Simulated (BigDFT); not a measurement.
BigDFT run on the molecule C₃H₈FNSi: self-consistent single point.

Level of theory: BigDFT with PBE, Daubechies wavelet basis, HGH (Krack) norm-conserving potentials made for PBE, isolated boundary conditions.

SMILES: C=C[Si@H](F)NC
```xyz
14

C      2.6501     0.0568     0.6338
C      1.7461    -0.6372    -0.0717
Si     0.1933    -0.0037    -0.7947
F      0.3232     1.5795    -0.9853
N     -1.0576    -0.2406     0.3323
C     -2.4466     0.1076     0.0820
H      2.5336     1.1180     0.8416
H      3.5422    -0.4280     1.0203
H      1.9065    -1.6934    -0.2559
H     -0.1590    -0.6642    -2.0689
H     -0.7586     0.2239     1.1860
H     -3.0569    -0.1753     0.9460
H     -2.5716     1.1842    -0.0782
H     -2.8445    -0.4276    -0.7873
```
Charge 0, spin multiplicity 1.

Reference input (self-consistent single point, DFT, PBE, Daubechies wavelet basis, HGH (Krack) norm-conserving potentials made for PBE, isolated boundary conditions): basis = Daubechies wavelets; dft.hgrids = 0.324 bohr; dft.rmult = 5 8; dft.ixc = 11; potentials = built-in HGH-K PBE; boundary_conditions = free; dft.gnrm_cv = 1e-04; dft.itermax = 80; dft.idsx = 6; dft.nrepmax = 3. This run's input differs from it in these lines:

```diff
@@ -3,3 +3,3 @@
   hgrids: 0.324
-  rmult: [5, 8]
+  rmult: [5, 4]
   ixc: 11
```

Output (repeated stretches shortened):

```
  #------------------------------------------------------------------- Self-Consistent Cycle
 Ground State Optimization:
 - Hamiltonian Optimization: &itrp001
   - Subspace Optimization: &itrep001-01
       Wavefunctions Iterations:
 iter:  1, EKS: -5.93378862186588663E+01, gnrm:  2.49E-01, D: -9.96E-01,
 iter:  2, EKS: -5.98497894391971883E+01, gnrm:  9.82E-02, D: -5.12E-01,
 iter:  3, EKS: -5.99353807093961990E+01, gnrm:  4.76E-02, D: -8.56E-02,
 iter:  4, EKS: -5.99646801637278060E+01, gnrm:  2.10E-02, D: -2.93E-02,
 iter:  5, EKS: -5.99699418825946893E+01, gnrm:  1.00E-02, D: -5.26E-03,
   [... lines left out ...]
 iter:  9, EKS: -5.99720570932061889E+01, gnrm:  8.93E-04, D: -4.01E-05,
 iter:  10, EKS: -5.99720750738448771E+01, gnrm:  5.95E-04, D: -1.80E-05,
 iter:  11, EKS: -5.99720854989012793E+01, gnrm:  4.11E-04, D: -1.04E-05,
 iter:  12, EKS: -5.99720907192259745E+01, gnrm:  2.66E-04, D: -5.22E-06,
 iter:  13, EKS: -5.99720931994039006E+01, gnrm:  1.99E-04, D: -2.48E-06,
 iter:  14, EKS: -5.99720945073431011E+01, gnrm:  1.40E-04, D: -1.31E-06,
 iter:  15, EKS: -5.99720951779310880E+01, gnrm:  9.63E-05, D: -6.71E-07,
       -  &FINAL001  { #---------------------------------------------------------- iter: 16
 iter:  16, EKS: -5.99720954308359637E+01, gnrm:  9.63E-05, D: -2.53E-07,  #FINAL
        #Eigenvalues and New Occupation Numbers
       Orbitals: [
   [... 15 lines left out ...]
 Last Iteration                        : *FINAL001
  #---------------------------------------------------------------------- Forces Calculation
 Total electronic charge               :  35.999998714833
 Electric Dipole Moment (AU):
   P vector                            :  [ -1.730238E-02, -1.908331E-01,  3.586210E-01 ]
   norm(P)                             :  4.06602584E-01
 Electric Dipole Moment (Debye):
   P vector                            :  [ -4.397825E-02, -4.850492E-01,  9.115236E-01 ]
   norm(P)                             :  1.03348058E+00
 BigDFT infocode                       :  0
   [... lines left out ...]
 -  {H: [-6.402550208070E-04, -4.391877979735E-03,  7.230588556363E-03]} # 0011
 -  {H: [-4.998673463467E-03, -2.644350327457E-03,  3.546726290315E-03]} # 0012
 -  {H: [-6.830760754761E-03, -2.752403520745E-03, -8.310983877273E-03]} # 0013
 -  {H: [-2.017757856021E-03, -1.225531009064E-02,  1.908336285505E-03]} # 0014
 Energy (Hartree)                      : -5.99720954308359637E+01
 Force Norm (Hartree/Bohr)             :  1.12958204274747315E-01
```

The run converged in 16 iterations. Against the reference run the free energy goes up by 50.8 meV/atom and the largest force goes from 1.003 to 5.373 eV/Å.

The grid can part forces that symmetry would make equal. Forces above 1 eV/Å remain at this geometry. This run is one point of a test of settings, so its values need not be converged; read them against the reference run alone. The geometry comes from a cheaper method or was typed, in some cases with atoms then moved at random; it is not relaxed at this level, and the species need not be a known compound.

Cost on one core: roughly 60 core-seconds.
